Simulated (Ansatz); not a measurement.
Here is the system:

SnO:
```yaml
crystal:
  lattice:
    - [3.19657, 0.00000, 0.00000]
    - [0.00000, 3.19657, 0.00000]
    - [0.00000, 0.00000, 6.25106]
  atoms:
    - { symbol: Sn, position: [0.00000, 0.50000, 0.00000] }
    - { symbol: Sn, position: [0.50000, 0.00000, 0.50000] }
    - { symbol: O, position: [0.00000, 0.00000, 0.25000] }
    - { symbol: O, position: [0.00000, 0.00000, 0.75000] }
```

This is the r²SCAN-relaxed structure.

All from r²SCAN (plane waves, PAW; program Ansatz), unless another level is named. Give the electronic character.

no gap, with almost no states at the Fermi level (zero-gap or semimetallic).

Next, the formation energy from the elements (no fitted shifts)?

-1.00 eV/atom.

Space group P4_2/mmc. A made-up cell: these elements were put on the sites of a structure type; neither database checked (COD, Materials Project) lists it. It is not the phase usual at ambient conditions (space group No. 129). The r²SCAN relaxation kept the symmetry of its start; whether a distortion lowers the energy is not shown. A small band overlap can be real or an error of a semilocal functional. The references are the lowest solids computed at this level, not always the standard phases (solids in place of the gases). Scalar-relativistic: spin–orbit coupling is off unless named, which matters more the heavier the elements.

Potentials: the later of the program's two PAW sets.
